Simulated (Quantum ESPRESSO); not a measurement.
Empty bands for a GW run on MgTe (zinc blende, space group F-43m, No. 216): 126 bands on a 4×4×4 mesh, LDA, PseudoDojo standard norm-conserving files, scalar-relativistic, Quantum ESPRESSO. The input, in which only the diagonalization keyword changes:

```
&CONTROL
  calculation = 'nscf'
  pseudo_dir = './pseudo'
  outdir = './out'
/
&SYSTEM
  ibrav = 0
  nat = 2
  ntyp = 2
  ecutwfc = 84.0
  ecutrho = 336.0
  occupations = 'fixed'
  force_symmorphic = .true.
  nbnd = 126
/
&ELECTRONS
  conv_thr = 2e-09
  diago_full_acc = .true.
  diago_thr_init = 1e-08
  diagonalization = 'david'
/
ATOMIC_SPECIES
Mg 24.3050 Mg.upf
Te 127.6000 Te.upf
CELL_PARAMETERS angstrom
  0.000000000000   3.184745005000   3.184745005000
  3.184745005000   0.000000000000   3.184745005000
  3.184745005000   3.184745005000   0.000000000000
ATOMIC_POSITIONS crystal
Mg   0.000000000000   0.000000000000   0.000000000000
Te   0.250000000000   0.250000000000   0.250000000000
K_POINTS automatic
4 4 4 0 0 0
```

```csv
diagonalization,mean iterations per k point,rough time,largest change of an eigenvalue (eV)
david,25,1,–
cg,48,about 3×,1e-06
paro,19,within a factor of two,8e-07
```

An iteration means different work in each solver, so the counts don't rank them. Times are rough ratios from shared machines.

Spin-orbit coupling is not included.

Geometry relaxed with LDA.
